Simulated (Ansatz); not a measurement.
A generated cell, not matched to a known phase here, of AlGa3N4: Cm (No. 8), mS16; a = 10.4748 Å, b = 3.1587 Å, c = 5.4675 Å, α = γ = 90.00°, β = 100.07°. Calculation: r2SCAN (plane waves to 500 eV, PAW, scalar-relativistic; Ansatz, a quantum-chemistry and plane-wave program). Element references, the lowest calculated here: Ga (Cmce), N (Pa-3), Al (Fm-3m); gases are represented by their molecular solids.

Question: Estimate the formation energy of this Cm form of AlGa3N4 from the elements that r2SCAN returns for this input.

Answer: -0.88 eV/atom.

A lower structure of this composition may exist.

Static energies, no anion corrections, no zero-point energy. Values are rounded to 0.01 eV/atom. Not shown to be the ambient phase of their composition (a lower form may be missing, and a cell relaxed within its start's symmetry can be a saddle point): AlGa3N4 (Cm). The compounds carry no spin polarisation.
